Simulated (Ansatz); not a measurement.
NbSi2:
```cif
data_Nb3Si6
_chemical_formula_sum 'Nb3 Si6'
_space_group_name_H-M_alt 'P6222'
_space_group_IT_number 180
_space_group_name_Hall 'P 62 2 (0 0 4)'
_cell_length_a 4.81295
_cell_length_b 4.81295
_cell_length_c 6.61251
_cell_angle_alpha 90.000
_cell_angle_beta 90.000
_cell_angle_gamma 120.000
loop_
_atom_site_label
_atom_site_type_symbol
_atom_site_symmetry_multiplicity
_atom_site_Wyckoff_symbol
_atom_site_fract_x
_atom_site_fract_y
_atom_site_fract_z
_atom_site_occupancy
Nb1 Nb 3 d 0.50000 0.00000 0.50000 1
Si1 Si 6 j 0.31818 0.15909 0.16667 1
```

Relaxed with PBE.

Task: Tabulate the valence density and the electron localisation function along the shortest Nb–Nb contact (3.26 Å), the program Ansatz at the PBE level (PAW).

Result: 

| distance from Nb (Å) | density (e/Å³) | ELF |
|---|---|---|
| 0.33 | 5.20 | 0.56 |
| 0.49 | 4.53 | 0.76 |
| 0.65 | 2.93 | 0.77 |
| 0.82 | 1.47 | 0.61 |
| 0.98 | 0.66 | 0.33 |
| 1.14 | 0.35 | 0.18 |
| 1.31 | 0.25 | 0.19 |
| 1.47 | 0.21 | 0.27 |
| 1.63 | 0.20 | 0.32 |
| 1.79 | 0.21 | 0.27 |
| 1.96 | 0.25 | 0.19 |
| 2.12 | 0.35 | 0.18 |
| 2.28 | 0.66 | 0.33 |
| 2.45 | 1.47 | 0.61 |
| 2.61 | 2.93 | 0.77 |
| 2.77 | 4.53 | 0.76 |
| 2.94 | 5.20 | 0.56 |

The density is the valence pseudo-density with augmentation charge, so density and ELF within about 1 Å of a nucleus are not all-electron values.

Space group P6_222. The cell was relaxed with PBE under the symmetry of its start. No spin polarisation was allowed.

Potentials: the later of the program's two PAW sets.
